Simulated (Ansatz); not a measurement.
Q: Each is relaxed and computed with r²SCAN (plane waves, PAW; program Ansatz). Which is the only metal?
(A) Y5Si2B8, P4/mbm (Pearson symbol tP30)
(B) YSiNO2, P4/mmm (Y on 1b, Si on 1c, N on 1d, O on 2f)
(C) Si3Bi4O12, I-43d (Si on 12a, Bi on 16c, O on 48e)
(D) SiB3, Imma (Pearson symbol oI64)

A: A, Y5Si2B8, P4/mbm (Pearson symbol tP30). Y5Si2B8: metal; SiB3: gap 1.54 eV (indirect); YSiNO2: gap 2.08 eV (indirect); Si3Bi4O12: gap 4.57 eV (indirect). Typed or built starts, not in the databases checked: YSiNO2, P4/mmm (Y on 1b, Si on 1c, N on 1d, O on 2f). Standing as an ambient phase not checked: Y5Si2B8, P4/mbm (Pearson symbol tP30); SiB3, Imma (Pearson symbol oI64); Si3Bi4O12, I-43d (Si on 12a, Bi on 16c, O on 48e). All cells were relaxed under the symmetry of their starts (and spin orders); stability against distortions was not tested throughout. Rows with no word on spin ran without spin polarisation. Spin–orbit coupling is left out wherever it is not named.

Potentials: the later of the program's two PAW sets.
